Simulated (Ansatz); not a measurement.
LaScO$_{3}$:
```yaml
crystal:
  lattice:
    - [5.76419, 0.00000, 0.00000]
    - [0.00000, 8.03898, 0.00000]
    - [0.00000, 0.00000, 5.63914]
  atoms:
    - { symbol: La, position: [0.95417, 0.25000, 0.01176] }
    - { symbol: La, position: [0.04583, 0.75000, 0.98824] }
    - { symbol: La, position: [0.54583, 0.75000, 0.51176] }
    - { symbol: La, position: [0.45417, 0.25000, 0.48824] }
    - { symbol: O, position: [0.29603, 0.94660, 0.70419] }
    - { symbol: O, position: [0.70397, 0.44660, 0.29581] }
    - { symbol: O, position: [0.20397, 0.05340, 0.20419] }
    - { symbol: O, position: [0.79603, 0.55340, 0.79581] }
    - { symbol: O, position: [0.70397, 0.05340, 0.29581] }
    - { symbol: O, position: [0.29603, 0.55340, 0.70419] }
    - { symbol: O, position: [0.79603, 0.94660, 0.79581] }
    - { symbol: O, position: [0.20397, 0.44660, 0.20419] }
    - { symbol: Sc, position: [0.50000, 0.00000, 0.00000] }
    - { symbol: Sc, position: [0.50000, 0.50000, 0.00000] }
    - { symbol: Sc, position: [0.00000, 0.00000, 0.50000] }
    - { symbol: Sc, position: [0.00000, 0.50000, 0.50000] }
    - { symbol: O, position: [0.53370, 0.25000, 0.89995] }
    - { symbol: O, position: [0.46630, 0.75000, 0.10005] }
    - { symbol: O, position: [0.96630, 0.75000, 0.39995] }
    - { symbol: O, position: [0.03370, 0.25000, 0.60005] }
```

Relaxed with PBEsol. Special points in fractions of this cell's reciprocal vectors: Γ (0.000, 0.000, 0.000); X (0.500, 0.000, 0.000); S (0.500, 0.500, 0.000); Y (0.000, 0.500, 0.000); Z (0.000, 0.000, 0.500); U (0.500, 0.000, 0.500); R (0.500, 0.500, 0.500); T (0.000, 0.500, 0.500).

List the band energies nearest the valence-band maximum at these points for PBEsol in the plane-wave PAW code Ansatz.

In eV from the valence-band maximum; about four levels below and three above (degenerate sets whole), none deeper than 8.9 eV; points with the same levels are listed once.

| k | below | above |
|---|---|---|
| Γ | -0.23 -0.16 -0.02 0.00 | 3.93 4.23 4.33 |
| X | -0.44 -0.44 -0.09 -0.09 | 4.53 4.53 4.67 4.67 |
| S | -0.25 -0.25 -0.25 -0.25 | 4.63 4.63 4.63 4.63 |
| Y | -0.24 -0.24 -0.18 -0.18 | 4.26 4.26 4.62 4.62 |
| Z | -0.31 -0.31 -0.11 -0.11 | 4.40 4.40 4.65 4.65 |
| U | -0.32 -0.32 -0.24 -0.24 | 4.22 4.22 4.65 4.65 |
| R | -0.26 -0.26 -0.26 -0.26 | 4.48 4.48 4.48 4.48 |
| T | -0.29 -0.29 -0.14 -0.14 | 4.51 4.51 4.53 4.53 |

Space group Pnma. Symmetry was held in the PBEsol relaxation. The run is not spin-polarised. Spin–orbit coupling is left out wherever it is not named.

Potentials: the later of the program's two PAW sets.
